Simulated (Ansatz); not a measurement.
# zincblende-structured RhSe

Level of theory: DFT, PBEsol, scalar-relativistic, no spin polarisation; plane waves to 420 eV with PAW datasets (Ansatz 0.2.0), 10×10×10 k-mesh, Gaussian smearing of 0.05 eV; PAW files: Ansatz's generated set soft_2.

```cif
data_structure
_symmetry_space_group_name_H-M 'P 1'
_symmetry_Int_Tables_number 1
_cell_length_a 3.8720
_cell_length_b 3.8720
_cell_length_c 3.8720
_cell_angle_alpha 60.000
_cell_angle_beta 60.000
_cell_angle_gamma 60.000
_cell_volume 41.05
loop_
_atom_site_label
_atom_site_type_symbol
_atom_site_fract_x
_atom_site_fract_y
_atom_site_fract_z
_atom_site_occupancy
Rh1 Rh 0.00000 0.00000 0.00000 1
Se1 Se 0.25000 0.25000 0.25000 1
```

This is a trial structure; measured cells of the compound in the Crystallography Open Database are in space group P63/mmc.

The cell above was scaled in volume, its shape and atoms being fixed by the lattice's symmetry. Energies are counted from the cell above.

```
V (Å³/atom)  ΔE (meV/atom)  P from the stress (GPa)
     19.703          13.24                     5.41
     20.114           3.16                     2.54
     20.524           0.00                    -0.01
     20.935           3.00                    -2.27
     21.345          11.45                    -4.27
```

**Question.** Do the energies and the pressures agree? Compare −ΔE/ΔV between neighbouring points (1 meV/Å³ = 0.1602 GPa) with the mean of their pressures.

**Answer.** 
| interval (Å³/atom) | −ΔE/ΔV (GPa) | mean P (GPa) |
| --- | --- | --- |
| 19.70 to 20.11 | 3.9 | 4.0 |
| 20.11 to 20.52 | 1.2 | 1.3 |
| 20.52 to 20.93 | -1.2 | -1.1 |
| 20.93 to 21.35 | -3.3 | -3.3 |
They differ by 0.04 GPa at most.

**Question.** What do the two routes give for V0, B0 and B0′?

**Answer.** A third-order Birch–Murnaghan fit of the energies: V0 = 20.52 Å³/atom, B0 = 120 GPa, B0′ = 5.0. A polynomial of P in ln V, with B = −dP/d ln V at P = 0: V0 = 20.52 Å³/atom, B0 = 120 GPa, B0′ = 5.0.

B0·V0 = 120.0 GPa × 20.52 Å³ = 15.36 eV/atom sets the scale: near the minimum ΔE ≈ ½ B0 V0 x², with x = V/V0 − 1, and a pressure of 1.2 GPa squeezes the volume by about 1 %. At the ends of the curve: x = −4.0 % predicts 12.2 meV/atom and the run gives 13.2; x = +4.0 % predicts 12.4 meV/atom and the run gives 11.5. Compression costs more and expansion less than the parabola says, since the crystal stiffens as it shrinks; B0′ measures that.

The cell is a metal with an odd number of electrons, and spin polarisation wasn't tried.
